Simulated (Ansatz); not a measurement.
**Te₃Au under strains and displacements**

All numbers below come from Ansatz 0.2.0, DFT PBEsol, scalar-relativistic, plane waves, PAW.

Cutoff 420 eV; k points 14×14×4 on the computed 4-atom cell (Γ-centred); Gaussian smearing, width 0.10 eV; no spin polarisation.

Reference cell:

```
Te Au
1.0
     3.10260    0.00000    0.00000
     0.00000    3.10260    0.00000
     0.00000    0.00000   12.93947
Te Au
3 1
Direct
  0.00000 0.00000 0.20249
  0.00000 0.00000 0.50000
  0.00000 0.00000 0.79751
  0.00000 0.00000 0.00000
```

Each variant moves atoms of this cell by the vectors given, if any (Å), and then applies a symmetric strain (tensor components, Cartesian axes). The reference cell isn't relaxed at this level. Energies are per atom at zero smearing, counted from the reference cell. Pressure is positive in compression.

1. strain (xx yy zz yz xz xy, %) -1.74 -1.74 -3.24 0.00 0.00 0.00; moves: Te1 (0.000, 0.000, -0.085); Te3 (0.000, 0.000, 0.085)
2. strain (xx yy zz yz xz xy, %) -0.15 -0.15 -3.15 0.00 0.00 0.00; moves: Te1 (0.000, 0.000, 0.085); Te3 (0.000, 0.000, -0.085)
3. strain (xx yy zz yz xz xy, %) -4.22 -4.22 -1.22 0.00 0.00 0.00; moves: Te1 (0.000, 0.000, 0.141); Te3 (0.000, 0.000, -0.141)

The reference cell has pressure -1.68 GPa, largest force 0.060 eV/Å and gap none (metal).

| result | ΔE (meV/atom) | P (GPa) | largest force (eV/Å) |
| --- | --- | --- | --- |
| A | -8.9 | -1.16 | 0.03 |
| B | 64.8 | 5.73 | 2.02 |
| C | 42.2 | 2.07 | 0.47 |

Question: Which variant gave which result?

Answer: A is 2, B is 1, C is 3.

Spin-orbit coupling is left out, which matters for the bands of heavy elements.